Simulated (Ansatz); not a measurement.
WSe$_{2}$:
```xyz
6
Lattice="3.3026 0.0000 0.0000 -1.6513 2.8601 0.0000 0.0000 0.0000 13.2258" Properties=species:S:1:pos:R:3 pbc="T T T"
W      1.6513     0.9534     9.9193
W      0.0000     1.9068     3.3064
Se     0.0000     1.9068    11.5830
Se     1.6513     0.9534     1.6428
Se     1.6513     0.9534     4.9701
Se     0.0000     1.9068     8.2557
```

Relaxed with r²SCAN+D4.

Question: Map the electron localisation function on the plane through (0.667, 0.333, 0.750) spanned by u = [0, 0, 1] and v = [1, -1, 0] in lattice vectors, from DFT-r²SCAN+D4 in the program Ansatz with PAW potentials.

Answer: x is the fraction of u, y of v (the angle between them is 90°; rows are the nearest grid lines); atoms in the plane: W at (0.00, 0.00), W at (0.50, 0.67), Se at (0.13, 0.67), Se at (0.37, 0.00), Se at (0.63, 0.00), Se at (0.87, 0.67).
```
| =#-:.    -@@@= :**--**: =@@@-    .:-#= |
|.*#-::.   :@@@+.-#*--*#-.+@@@:   .::-#*.|
|##=-+*+-.  #@@%#%%*--*%%#%@@#  .-+*+-=##|
|+=-+%%##=  =%@@%%%+::+%%%@@%=  =##%%+-=+|
|::=%%%%%#: .*%%%%#-::-#%%%%*. :#%%%%%=::|
|.:*%%%@@@+  -*###=-++-=###*-  +@@@%%%*:.|
|.-*#+-*@@%:   .--:####:--.   :%@@*-+#*-.|
|.-**-.=@@@-   .::-#++#-::.   -@@@=.-**-.|
|.-**:.=@@@-    .:-#==#-:.    -@@@=.:**-.|
|.-*#=:*@@@:   .:::#**#:::.   :@@@*:=#*-.|
|:=*###%@@#.   .::.:##:.::.   .#@@%###*=:|
|-=*##%%%%+    ..:..--..:..    +%%%%##*=-|
|==+*####*:     ..........     :*####*+==|
|+===++++-      ....::....      -++++===+|
|+=:.             .:==:.             .:=+|
|+=:               :==:               :=+|
|+=:               :==:               :=+|
|==:.           ...:==:...           .:==|
|:.....     .=****+====+****=.     .....:|
|-:.....    -#%%##*+==+*##%%#-    .....:-|
|*+..:..    +%@%%%#*==*#%%%@%+    ..:..+*|
|%#-.::.   .#@@%###*--*###%@@#.   .::.-#%|
|.*#:::.   -@@@+.-#*--*#-.+@@@-   .:::#*.|
| =#-:.    -@@@= :**--**: =@@@-    .:-#= |
```
Scale: ten equal steps from 0.008 (start of ' ') to 0.893 (end of '@'), in the order ' .:-=+*#%@'; x runs from 0.000 to 1.00, y from 0.000 (bottom) to 1.00 (top).

The density is the valence pseudo-density with augmentation charge, so density and ELF within about 1 Å of a nucleus are not all-electron values.

Space group P6_3/mmc. Symmetry was held in the r²SCAN+D4 relaxation; phonons on a q-mesh show no instability. No spin polarisation was allowed. Scalar-relativistic: spin–orbit coupling is off unless named, which matters more the heavier the elements.

Potentials: the later of the program's two PAW sets.
